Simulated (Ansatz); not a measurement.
HfH$_{2}$, DFT, LDA, PAW with Ansatz's default frozen-core files, scalar-relativistic (Ansatz 0.2.0), run on 1 thread of Arm Neoverse V2 on a shared host.

The cell comes from COD entry 2310961, which wasn't checked; take it as a given geometry. The listed cell was then made from it by scaling, straining or moving an atom.

Command: `ansatz run input.yaml --threads 1 --pin off --max-ram 4096MiB --backend cpu --events-out ev --progress --plain --runs-dir out`

```yaml
crystal:
  lattice:
    - [-1.7618842032, 1.7618842032, 2.20919408]
    - [1.7618842032, -1.7618842032, 2.20919408]
    - [1.7618842032, 1.7618842032, -2.20919408]
  atoms:
    - { symbol: Hf, position: [0.0, 0.0, 0.0] }
    - { symbol: H, position: [0.75, 0.25, 0.5] }
    - { symbol: H, position: [0.25, 0.75, 0.5] }
kpoints:
  mp_grid: { grid: [12, 12, 12] }
scf:
  occupations: { method: fermi_dirac, width: 0.03 }
hamiltonian:
  xc: lda
  pseudopotentials: { kind: paw }
output:
  forces: true
  stress: true
  eigenvalues: true
  efg: { contact_densities: true }
```

Q: How large is the problem that the program sets up?

A: 163 irreducible k-points, 535 plane waves at Γ, 18 bands.

Q: Estimate the wall time and the peak memory.

A: 5.1 s of wall time for 7 SCF iterations, with a peak of 0.4 GiB. Times on shared machines scatter by tens of per cent.

Q: And the same cell and mesh by all-electron PAW (datasets made for this crystal), asked for forces, stress, eigenvalues, efg, on the same hardware?

A: 24 s, peak memory 0.78 GiB.
